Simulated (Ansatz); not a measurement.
(001) slab cut from the bulk of Hf, 15 Å of vacuum:

```
CELL_PARAMETERS angstrom
3.20476 0.00000 0.00000
-1.60238 2.77541 0.00000
0.00000 0.00000 22.60137
ATOMIC_POSITIONS crystal
Hf 0.33333 0.66667 0.33184
Hf 0.66667 0.33333 0.44395
Hf 0.33333 0.66667 0.55605
Hf 0.66667 0.33333 0.66816
```

The calculation used Ansatz 0.2.0, DFT PBE, scalar-relativistic, plane waves, PAW. Cutoff 420 eV; k points 12×12×1 on the computed 4-atom cell (Γ-centred); Gaussian smearing, width 0.10 eV; no spin polarisation. A dipole correction removes the field between periodic images along c.

This base run converges in 9 iterations with a largest force of 0.855 eV/Å and a work function of 4.40 eV on the top face.

Settings are then changed, some of them on purpose to poor values; changes count from the base run, and γ keeps the base's bulk energy.

Q: What happens with functional PBEsol?

A: It converges in 10 iterations; Δφ top (eV) +0.07, largest force (eV/Å) 0.867.

Q: What happens with the slab 2 repeats of the bulk cell thicker?

A: It converges in 9 iterations; ΔE at zero smearing (meV/atom) -258.9, Δγ (J/m²) -0.005, Δφ top (eV) -0.02, largest force (eV/Å) 0.755.

Q: What happens with occupations gaussian 0.5 eV?

A: It converges in 9 iterations; ΔE at zero smearing (meV/atom) -6.9, Δγ (J/m²) -0.025, Δφ top (eV) -0.08, largest force (eV/Å) 0.685.

Q: What happens with no preconditioner, β = 0.7?

A: It converges in 12 iterations; ΔE at zero smearing (meV/atom) 0.0, Δγ (J/m²) 0.000, Δφ top (eV) 0.00, largest force (eV/Å) 0.855.

Settings at which electrons spill into the vacuum are left out.

Spin-orbit coupling is left out, which matters for the bands of heavy elements.
